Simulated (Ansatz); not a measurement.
An elastic tensor (GPa, Voigt order, standard axes) from r²SCAN in the plane-wave PAW code Ansatz:

|  | 1 | 2 | 3 | 4 | 5 | 6 |
|---|---|---|---|---|---|---|
| 1 | 180 | 67.3 | 67.3 | 0.0 | 0.0 | 0.0 |
| 2 | 67.3 | 180 | 67.3 | 0.0 | 0.0 | 0.0 |
| 3 | 67.3 | 67.3 | 180 | 0.0 | 0.0 | 0.0 |
| 4 | 0.0 | 0.0 | 0.0 | 52.9 | 0.0 | 0.0 |
| 5 | 0.0 | 0.0 | 0.0 | 0.0 | 52.9 | 0.0 |
| 6 | 0.0 | 0.0 | 0.0 | 0.0 | 0.0 | 52.9 |

### Question
Pick the material that matches.
A. AlN, rock salt
B. AlN, Pm-3n (Al on 6d, N on 6c)
C. AlRu, CsCl type
D. Ca6Al7O16, I-43d (Pearson symbol cI116)

### Answer
D, Ca6Al7O16, I-43d (Pearson symbol cI116)

The workflow started from an entry of the Crystallography Open Database (COD). Whether it is the stable phase at ambient conditions was not checked. Symmetry was held in the r²SCAN relaxation; whether a distortion lowers the energy is not shown. As this level gives no gap, shear constants depend on the k-mesh and smearing (Fermi–Dirac, 0.1 eV here).

Potentials: the earlier of the program's two PAW sets.
